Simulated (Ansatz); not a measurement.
The relaxation started from an entry of Materials Project.

A relaxed cell of Sc3In (Pm-3m (No. 221)), relaxed on a k-mesh at least as fine as the one used below. Computed with r2SCAN (plane waves to 500 eV, PAW, scalar-relativistic; Ansatz, a first-principles code). Γ-centred k-mesh 7×4×7 on the run's cell (coarser than for final values), Fermi–Dirac smearing 0.05 eV.

```
CELL_PARAMETERS angstrom
      4.52545     0.00000     0.00000
      0.00000     9.05091     0.00000
      0.00000     0.00000     4.52545
ATOMIC_POSITIONS crystal
  Sc 0.50000 0.25000 0.00000
  Sc 0.50000 0.75000 0.00000
  Sc 0.00000 0.25000 0.50000
  Sc 0.00000 0.75000 0.50000
  Sc 0.50000 0.00000 0.50000
  Sc 0.50000 0.50000 0.50000
  In 0.00000 0.00000 0.00000
  In 0.00000 0.50000 0.00000
```

The atoms are displaced by (Å):

| atom | ux | uy | uz |
|---|---|---|---|
| Sc1 | -0.007 | -0.093 | 0.018 |
| Sc2 | -0.111 | 0.107 | -0.034 |
| Sc3 | -0.075 | -0.066 | 0.087 |
| Sc4 | 0.151 | 0.067 | -0.073 |
| Sc5 | -0.047 | 0.112 | 0.026 |
| Sc6 | -0.005 | -0.060 | -0.117 |
| In7 | -0.081 | -0.091 | -0.019 |
| In8 | -0.038 | 0.085 | 0.023 |

Question: What forces (eV/Å) and pressure result?

Answer: 
```tsv
atom	Fx	Fy	Fz
Sc1	-0.15	0.37	-0.02
Sc2	0.68	-0.40	-0.03
Sc3	0.21	0.39	-0.31
Sc4	-1.10	-0.29	0.23
Sc5	0.10	-0.50	-0.12
Sc6	-0.03	0.18	0.48
In7	0.20	0.58	0.10
In8	0.10	-0.35	-0.34
```

Pressure +0.4 GPa.

Question: Estimate the energy cost of the displacement in the harmonic approximation and compare with the calculation.

Answer: For a harmonic well ΔE = −½ Σ F·u = 0.332 eV a cell, or 42 meV/atom. The calculated energy relative to the undisplaced cell is +0.04 eV/atom, so the harmonic estimate holds well.

No spin polarisation in the result. A magnetic state may lie lower.

The run that gave the undisplaced cell could not lose the symmetry of its start; a randomly shaken copy of 4 atoms returns to this structure.
